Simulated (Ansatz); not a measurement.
# SiO2: Electric field gradients

The cell is a structure deposited in the COD, its atoms then relaxed with PBE in this cell.

```cif
data_SiO2
_symmetry_space_group_name_H-M 'P4_12_12'
_symmetry_Int_Tables_number 92
_cell_length_a 4.9717
_cell_length_b 4.9717
_cell_length_c 6.9223
_cell_angle_alpha 90.000
_cell_angle_beta 90.000
_cell_angle_gamma 90.000
loop_
_atom_site_label
_atom_site_type_symbol
_atom_site_symmetry_multiplicity
_atom_site_Wyckoff_symbol
_atom_site_fract_x
_atom_site_fract_y
_atom_site_fract_z
Si Si 4 a 0.3054 0.3054 0.0000
O O 8 b 0.2367 0.1168 0.1854
```

One atom of each set is listed.

The numbers come from a DFT calculation in Ansatz (r2SCAN, plane waves and PAW, scalar-relativistic, 500 eV cutoff, Γ-centred 5×5×4 k-points, Fermi–Dirac smearing 0.02 eV).

V_zz is the principal component of the electric field gradient with the largest magnitude, η = (V_xx − V_yy)/V_zz and C_Q = eQV_zz/h.

¹⁷O: I = 5/2, Q = -25.58 mb. Quadrupole moments are those of Pyykkö's year-2017 table.

```tsv
site	atoms	first shell	V_zz (10²¹ V/m²)	η	C_Q (MHz)
Si	4	4 O at 1.62–1.63 Å	-0.38	0.75	–
O	8	2 Si at 1.62–1.63 Å, angle 143°	9.31	0.20	-5.76
```

At O V_zz runs parallel to the line that joins its two neighbours (within 1°).

Si has no stable isotope with a ground-state quadrupole moment in the table, so no C_Q is given.

The largest force is 0.3 eV/Å, so the atoms aren't at the calculated equilibrium and relaxing them would move these values.

The run took 34 s of wall time (34 s of CPU time) and 0.79 GiB at its peak, on 1 thread of Intel Xeon Platinum 8259CL CPU @ 2.50GHz (Skylake/Cascade Lake) (x86_64; 44 cores open to the job, memory cap 2.5 GiB, no GPU), a shared host with a load of 0.5 a core.
